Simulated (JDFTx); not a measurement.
System: Ir(110) (Fm-3m bulk; lattice of mp-101, not re-optimised at this level), 1x1 cell of 8 atoms in 8 planes, area 10.50 Å² a face, 9.3 Å between the outermost planes in a cell 25.5 Å high; k mesh 8×6×1, Fermi width 0.01 Ha, no spin polarisation.

Level of theory: PBE, GBRV ultrasoft potentials, plane waves to 20/100 Ha; code: a modified build of JDFTx. Liquid on both sides: linear PCM (GLSSA13), water, 0.5 M NaCl; nuclei fixed, outer atoms relaxed in vacuum. The electron chemical potential μ is absolute (zero in the bulk liquid) and is turned into a potential by U = −μ/e − 4.44 V vs SHE, a convention. Ideal, unreconstructed faces without any overlayer.

```tsv
U (V vs SHE)	μ (eV)	excess electrons per cell	σ (μC/cm², per face)	run
-0.60	-3.84	0.169	-12.9	fixed potential
0.00	-4.44	0.061	-4.6	fixed potential
…	…	0.052	-4.0	fixed charge
0.15	-4.59	0.031	-2.3	fixed potential
0.30	-4.74	0.000	0.0	neutral
0.80	-5.24	…	…	fixed potential
1.00	-5.44	-0.170	13.0	fixed potential
```

Question: Fill in the missing entries, row by row.

Answer: 
- row 3, U (V vs SHE): 0.04
- 0.04, μ (eV): -4.48
- 0.80, excess electrons per cell: -0.117
- 0.80, σ (μC/cm², per face): 8.9
